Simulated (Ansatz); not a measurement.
CsI:
```
CsI
1.0
    4.61082     0.00000     0.00000
    0.00000     4.61082     0.00000
    0.00000     0.00000     4.61082
Cs I
1 1
Cartesian
  0.00000   0.00000   0.00000
  2.30541   2.30541   2.30541
```

r²SCAN in the plane-wave PAW code Ansatz gives a gap of 4.51 eV without spin–orbit coupling, maximum at M, minimum at Γ.

Question: What happens when spin–orbit coupling is switched on?

Answer: The gap drops by 0.23 eV, to 4.28 eV; maximum at Γ, minimum at Γ.

Question: Give the electron effective mass with spin–orbit coupling.

Answer: 0.29 mₑ (isotropic).

Question: Give the hole effective mass with spin–orbit coupling, band 1 of 2 at the edge.

Answer: 4.9 along [100], 2.0 along [110], 1.6 along [111] (mₑ).

Question: Give the hole effective mass with spin–orbit coupling, band 2 of 2 at the edge.

Answer: 0.48 along [100], 0.56 along [110], 0.61 along [111] (mₑ).

Space group Pm-3m (CsCl type). Symmetry was held in the r²SCAN relaxation.

Potentials: the later of the program's two PAW sets.
